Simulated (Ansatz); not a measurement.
NbSi₂ (space group P6_422)

```
CELL_PARAMETERS angstrom
      4.79289     0.00000     0.00000
     -2.39644     4.15076     0.00000
      0.00000     0.00000     6.58539
ATOMIC_POSITIONS crystal
  Nb 0.50000 0.50000 0.66667
  Nb 0.00000 0.50000 0.33333
  Nb 0.50000 0.00000 0.00000
  Si 0.68294 0.84147 0.33333
  Si 0.84147 0.68294 0.00000
  Si 0.15853 0.84147 0.66667
  Si 0.31706 0.15853 0.33333
  Si 0.15853 0.31706 0.00000
  Si 0.84147 0.15853 0.66667
```

This relaxed cell (volume V₀) is scaled evenly in all directions, its shape held. The atoms relax within the cell's symmetry.

Level of theory: r2SCAN (plane waves to 500 eV, PAW, scalar-relativistic; Ansatz, a program for electronic structure). k mesh 11×11×7 (Γ-centred), Fermi-Dirac smearing 0.05 eV. The energy includes the smearing's −TS. Compression counts positive. With the shape held, the modulus is that of even scaling; a crystal free to change shape is softer. NbSi2 is run without spin polarisation. NbSi2 was relaxed with its symmetry unable to fall. The zero of ΔE is the relaxed starting cell. The last digit holds for this mesh only.

```
V (Å³/atom)  ΔE (meV/atom)
-----------  -------------
13.683                33.7
13.858                21.1
14.033                11.6
14.207                 5.0
14.382                 1.2
14.557                 0.0
14.731                 1.2
14.906                 4.6
15.081                10.2
15.255                17.8
15.430            withheld
```

Problem. Fit a third-order Birch-Murnaghan form (E₀, V₀, B₀, B₀′ free) to the given rows and predict ΔE at V = 15.430.

Solution. Least squares on the 10 given rows: ΔE = E₀ + (9V₀B₀/16)·y²·[2 + (B₀′ − 4)y], y = (V₀/V)^(2/3) − 1, with V₀ = 14.557 Å³/atom, B₀ = 184.9 GPa (160.2 GPa = 1 eV/Å³; the term in eV is multiplied by 1000), B₀′ = 4.25, E₀ = -0.02 meV/atom; root-mean-square residual 0.03 meV/atom. At 15.430 the fit gives 27.3 meV/atom; the calculation gives 27.3 meV/atom, the same to the digits shown. For the pressure the fit gives -9.5 GPa against the computed -9.5 GPa.

(A scan under strain: stresses follow from slopes of the energy per volume, elastic moduli from its curvatures.)
